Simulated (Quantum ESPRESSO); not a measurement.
```
BeSe
1.0
    0.00000     2.61643     2.61643
    2.61643     0.00000     2.61643
    2.61643     2.61643     0.00000
Be Se
1 1
Direct
  0.00000   0.00000   0.00000
  0.75000   0.75000   0.75000
```

The PBEsol cell relaxed from Materials Project entry mp-1541 was given an isotropic strain of +2 % on all lattice vectors, and the atoms were relaxed again.

Q: What does PBEsol (Quantum ESPRESSO, PseudoDojo norm-conserving, 88 Ry, without SOC) give for the electronic structure near the Fermi level?

A: The PBEsol gap is indirect, 2.59 eV, from Γ to X; the smallest direct gap is 3.86 eV. Spin-orbit splittings are left out.
